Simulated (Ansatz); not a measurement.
BeAlNO:
```yaml
crystal:
  lattice:
    - [2.97984, 0.00000, 0.00000]
    - [-1.48992, 2.58062, 0.00000]
    - [0.00000, 0.00000, 4.65034]
  atoms:
    - { symbol: Al, position: [0.33333, 0.66667, 0.51131] }
    - { symbol: Be, position: [0.66667, 0.33333, 0.99060] }
    - { symbol: O, position: [0.33333, 0.66667, 0.11470] }
    - { symbol: N, position: [0.66667, 0.33333, 0.63337] }
```

Relaxed with r²SCAN. Independent-particle spectrum: no excitons, no local fields, no scissors shift; 0.1 eV broadening; ε₁ of the summed bands alone.

### Question
Tabulate the dielectric function from the program Ansatz at the r²SCAN level (PAW).

### Answer


| E (eV) | ε₁ xx | ε₂ xx | ε₁ zz | ε₂ zz |
|---|---|---|---|---|
| 0.0 | 3.41 | 0.00 | 3.44 | 0.00 |
| 0.4 | 3.42 | 0.00 | 3.45 | 0.00 |
| 0.8 | 3.43 | 0.00 | 3.46 | 0.00 |
| 1.2 | 3.44 | 0.00 | 3.48 | 0.00 |
| 1.6 | 3.47 | 0.00 | 3.50 | 0.00 |
| 2.0 | 3.50 | 0.00 | 3.53 | 0.00 |
| 2.4 | 3.54 | 0.00 | 3.58 | 0.00 |
| 2.8 | 3.60 | 0.00 | 3.63 | 0.00 |
| 3.2 | 3.66 | 0.00 | 3.69 | 0.00 |
| 3.6 | 3.74 | 0.00 | 3.77 | 0.00 |
| 4.0 | 3.84 | 0.00 | 3.87 | 0.00 |
| 4.4 | 3.97 | 0.00 | 3.99 | 0.00 |
| 4.8 | 4.14 | 0.00 | 4.15 | 0.00 |
| 5.2 | 4.47 | 0.06 | 4.35 | 0.00 |
| 5.6 | 4.57 | 0.35 | 4.67 | 0.02 |
| 6.0 | 4.66 | 0.46 | 5.08 | 0.37 |
| 6.4 | 4.83 | 0.51 | 5.20 | 0.64 |
| 6.8 | 5.14 | 0.53 | 5.43 | 0.83 |
| 7.2 | 5.94 | 0.59 | 5.82 | 1.04 |
| 7.6 | 6.09 | 2.31 | 6.66 | 1.52 |
| 8.0 | 5.71 | 2.82 | 7.19 | 3.72 |
| 8.4 | 5.61 | 2.78 | 5.32 | 4.72 |
| 8.8 | 6.75 | 4.16 | 4.17 | 4.03 |
| 9.2 | 4.13 | 5.55 | 5.21 | 5.57 |
| 9.6 | 3.88 | 5.27 | 2.32 | 5.24 |
| 10.0 | 2.18 | 4.95 | 2.73 | 3.94 |
| 10.4 | 1.74 | 4.17 | 2.90 | 5.36 |
| 10.8 | 2.51 | 3.19 | 0.50 | 4.20 |
| 11.2 | 3.14 | 3.85 | 1.66 | 2.46 |
| 11.6 | 2.51 | 4.68 | 3.08 | 3.86 |
| 12.0 | 1.82 | 4.62 | 2.76 | 4.99 |

### Question
From ε at 7.2 eV (xx: 5.94 + 0.59i), find n, k, the normal reflectivity and the absorption coefficient.

### Answer
n = 2.44, k = 0.121, R = 18 %, α = 2kE/ħc = 88000 cm⁻¹.

With all bands, ε∞ without local fields is 3.53 (xx = yy), 3.55 (zz).

Space group P3m1. The start of the workflow was typed in or built on a structure type; neither database checked (COD, Materials Project) lists it. Its standing as an ambient phase is unchecked. The cell was relaxed with r²SCAN under the symmetry of its start; whether a distortion lowers the energy is not shown.

Potentials: the earlier of the program's two PAW sets. The files were generated under PBE; for other functionals the program regenerates the frozen cores, and for LDA and PBEsol the local potential too.
